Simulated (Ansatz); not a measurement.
**TmIn3: energy against volume and a worked fit**

It takes space group Pm-3m (No. 221, cubic). Conventional cell: a = 4.549 Å, b = 4.549 Å, c = 4.549 Å, α = 90.00°, β = 90.00°, γ = 90.00°. Tm (site symmetry m-3m) is surrounded by 12 In at 3.22 Å. In (site symmetry 4/mmm) has 4 Tm at 3.22 Å and 8 In at 3.22 Å as nearest neighbours.

The cell was scaled at fixed shape and fractions and run with Ansatz, Ansatz PAW, cutoff 420 eV; PBEsol, k mesh 6 × 6 × 6 on the cell of 4 atoms, fermi-dirac occupations of 0.05 eV, collinear spin, ferromagnetic start, no spin-orbit coupling. The potentials were made for PBE. Energies are those that the program minimises, any entropy of the smearing included. For a metal such a mesh isn't converged to the digits shown. The magnetic state is the one that the start led to, which needn't be the lowest. Plain semilocal runs treat an open f shell poorly.

```tsv
V (Å³/atom)	energy over the lowest row (meV/atom)
22.1216	20.307
22.5922	9.506
23.0629	2.915
23.5336	0.000
24.0042	?
24.4749	3.389
24.9456	9.339
```

Question: Fit the third-order Birch-Murnaghan form, give V0, B0 and B′, and predict the energy left open.

Answer: With y = (V0/V)^(2/3), E = E0 + (9 V0 B0/16) [(y - 1)³ B′ + (y - 1)² (6 - 4y)]. Least squares through the rows shown give V0 = 23.7225 Å³/atom, E0 = -0.322 meV, B0 = 53.71 GPa (1 eV/Å³ = 160.218 GPa) and B′ = 4.55, with a largest miss of 0.066 meV, so B0 and B′ are loose. At V = 24.0042 the form with these constants gives 0.227 meV; the run gave 0.284 meV an atom. Other set-ups at this level, from all their volumes (Å³/atom, GPa): Ansatz, all-electron LAPW, scalar-relativistic: V0 23.730, B0 52.29.
